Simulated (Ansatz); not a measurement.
Crystals of one structure type (diamond) and one family of elements, relaxed and computed with plane-wave PAW PBE (Ansatz code).

| crystal | V (Å³/atom) | B₀ by P(V) fit (GPa) |
|---|---|---|
| Pd | 24.49 | 66.3 |
| Ag | 30.05 | 30.3 |
| Zr | 30.92 | ? |
| Y | 43.65 | 9.8 |

Question: Fit a straight line to ln B₀ against ln V and predict the withheld value.

Answer: Least squares on the 3 shown rows: ln B₀ = -3.27 × ln V + (14.607), with a scatter of 5 %. For Zr this gives 29.6. The run itself gave 36.8, outside the scatter: the line misses something about this case.

Typed or built starts, not in the databases checked: Pd, diamond; Ag, diamond; Zr, diamond; Y, diamond. Not the usual ambient phase: Pd, diamond; Ag, diamond; Zr, diamond; Y, diamond. All cells were relaxed under the symmetry of their starts (and spin orders); stability against distortions was not tested throughout. Rows with no word on spin ran without spin polarisation. Scalar-relativistic: spin–orbit coupling is off unless named, which matters more the heavier the elements.

Potentials: the earlier of the program's two PAW sets.
